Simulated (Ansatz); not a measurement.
MoSe$_{2}$:
```yaml
crystal:
  lattice:
    - [3.27708, 0.00000, 0.00000]
    - [-1.63854, 2.83803, 0.00000]
    - [0.00000, 0.00000, 12.72582]
  atoms:
    - { symbol: Mo, position: [0.66667, 0.33333, 0.75000] }
    - { symbol: Mo, position: [0.33333, 0.66667, 0.25000] }
    - { symbol: Se, position: [0.33333, 0.66667, 0.88153] }
    - { symbol: Se, position: [0.66667, 0.33333, 0.11847] }
    - { symbol: Se, position: [0.66667, 0.33333, 0.38153] }
    - { symbol: Se, position: [0.33333, 0.66667, 0.61847] }
```

PBE+D3(BJ) in the plane-wave PAW code Ansatz gives a gap of 0.73 eV without spin–orbit coupling, maximum at Γ, minimum on the K–Γ line, 45 % of the way from K.

What happens when spin–orbit coupling is switched on?

The gap drops by 0.01 eV, to 0.72 eV; maximum at Γ, minimum on the K–Γ line, 45 % of the way from K.

Give the electron effective mass with spin–orbit coupling.

0.47, 0.47, 0.67 mₑ (principal values).

Give the hole effective mass with spin–orbit coupling.

0.74, 0.74, 1.6 mₑ (principal values).

Space group P6_3/mmc. The PBE+D3(BJ) relaxation kept the symmetry of its start. The run is not spin-polarised.

Potentials: the earlier of the program's two PAW sets.
